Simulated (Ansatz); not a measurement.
SiGeC₂:
```yaml
crystal:
  lattice:
    - [3.15623, 0.00000, 0.00000]
    - [0.00000, 3.15623, 0.00000]
    - [0.00000, 0.00000, 4.45624]
  atoms:
    - { symbol: Si, position: [0.00000, 0.00000, 0.00000] }
    - { symbol: C, position: [0.50000, 0.00000, 0.23628] }
    - { symbol: Ge, position: [0.50000, 0.50000, 0.50000] }
    - { symbol: C, position: [0.00000, 0.50000, 0.76372] }
```

Relaxed with r²SCAN.

**Question.** Map the electron localisation function on the plane through (0.000, 0.000, 0.000) spanned by u = [1, 1, 0] and v = [1, -1, 1] in lattice vectors, from r²SCAN (plane waves, PAW; program Ansatz).

**Answer.** x is the fraction of u, y of v (the angle between them is 90°; rows are the nearest grid lines); atoms in the plane: Si at (0.00, 0.00), C at (0.25, 0.24), Ge at (0.00, 0.50), C at (0.25, 0.76).
```
|53223321000000012332235|
|33345532100000012332223|
|47999876431000001232124|
|79999987653100001122237|
|78997435776521000001257|
|68874003687631000000246|
|67862002687641000000146|
|67898656776421000001246|
|56899877765310000112335|
|22457765421000001233322|
|11235543210000012333211|
|21123331000000012332112|
|21123331000000012332112|
|11235543210000012333211|
|22457765421000001233322|
|56899877765310000112335|
|67898656776421000001246|
|67862002687641000000146|
|68874003687631000000246|
|78997435776521000001257|
|79999987653100001122237|
|47999876431000001232124|
|33345532100000012332223|
|53223321000000012332235|
```
Scale: ten equal steps from 0.013 (start of '0') to 0.935 (end of '9'), in the order '0123456789'; x runs from 0.000 to 1.00, y from 0.000 (bottom) to 1.00 (top).

The density is the valence pseudo-density with augmentation charge, so density and ELF within about 1 Å of a nucleus are not all-electron values.

Space group P-4m2. The start of the workflow was typed in or built on a structure type; neither database checked (COD, Materials Project) lists it. Whether it is the stable phase at ambient conditions was not checked. Symmetry was held in the r²SCAN relaxation; its stability against distortions is not shown here.

Potentials: the earlier of the program's two PAW sets.
